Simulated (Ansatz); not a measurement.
Consider the following.

CdS (rock salt, Fm-3m), a = b = c = 5.453 Å, α = β = γ = 90.00°; the cell used has 2 atoms.

This is the r²SCAN-relaxed structure.

### Question
All from plane-wave PAW r²SCAN (Ansatz code), unless another level is named. Give the band gap.

### Answer
0.75 eV (indirect).

### Question
Next, the smallest direct gap on the standard path?

### Answer
2.39 eV.

### Question
What about the weight of the conduction-edge state by species (Voronoi cells)?

### Answer
Cd 73 %, S 27 %.

### Question
Next, the conduction-band minimum?

### Answer
at X (3 equivalent valleys).

This is a known high-pressure phase of the composition, computed here at zero pressure and temperature. The r²SCAN relaxation kept the symmetry of its start; phonons on a q-mesh show no instability. Scalar-relativistic: spin–orbit coupling is off unless named, which matters more the heavier the elements.

Potentials: the later of the program's two PAW sets.
